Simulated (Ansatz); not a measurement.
**MgBe5: stable or not**

The cell was found from a structure generator's guess, not taken from experiment.

Method: DFT PBE, scalar-relativistic, plane waves, PAW in Ansatz 0.2.0. Cutoff 420 eV, Γ-centred 12×12×10 mesh (6-atom cell), Gaussian smearing of 0.10 eV, no spin polarisation.

```cif
data_structure
_symmetry_space_group_name_H-M 'P6/mmm'
_symmetry_Int_Tables_number 191
_cell_length_a 4.4286
_cell_length_b 4.4286
_cell_length_c 3.5642
_cell_angle_alpha 90.000
_cell_angle_beta 90.000
_cell_angle_gamma 120.000
_cell_volume 60.54
loop_
_atom_site_label
_atom_site_type_symbol
_atom_site_symmetry_multiplicity
_atom_site_Wyckoff_symbol
_atom_site_fract_x
_atom_site_fract_y
_atom_site_fract_z
_atom_site_occupancy
Mg1 Mg 1 a 0.00000 0.00000 0.00000 1
Be1 Be 2 c 0.33333 0.66667 0.00000 1
Be2 Be 3 g 0.50000 0.00000 0.50000 1
```

The zero of energy is the elements' standard structures at the same level; no fitted shifts are applied.

Problem. These tests were run: energy against the elements; random kick, then relaxation without symmetry; phonons on a 2×2×2 q mesh. What do they show?

Solution.

| test | result |
| --- | --- |
| energy against the elements | +0.07 eV/atom |
| random kick, then relaxation without symmetry | returns |
| phonons on a 2×2×2 q mesh | no imaginary mode on the mesh |

It fails one test: energy against the elements. It may still be a metastable minimum.

The kick test ran on a coarse mesh. The run for the phonons used a 12×12×10 k mesh and Fermi–Dirac smearing of 0.15 eV.
